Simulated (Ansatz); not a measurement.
Here is the system:

Rh (fcc (Cu type), Fm-3m), a = b = c = 3.7541 Å, α = β = γ = 90.00°; the cell used has 1 atom.

This is the LDA-relaxed structure.

Q: All from the program Ansatz at the LDA level (PAW), unless another level is named. Estimate the Hill bulk and shear moduli.

A: 317 and 182 GPa.

Q: Predict the elastic constants (relaxed ions, GPa).

A: C11 = 499, C12 = 226, C44 = 221.

Symmetry was held in the LDA relaxation. The run is not spin-polarised. As this level gives no gap, shear constants depend on the k-mesh and smearing (Fermi–Dirac, 0.1 eV here). On the denser mesh and wider smearing of the elastic run this cell carries a stress of 0.4 GPa.

Potentials: the earlier of the program's two PAW sets. The files were generated under PBE; for other functionals the program regenerates the frozen cores, and for LDA and PBEsol the local potential too.
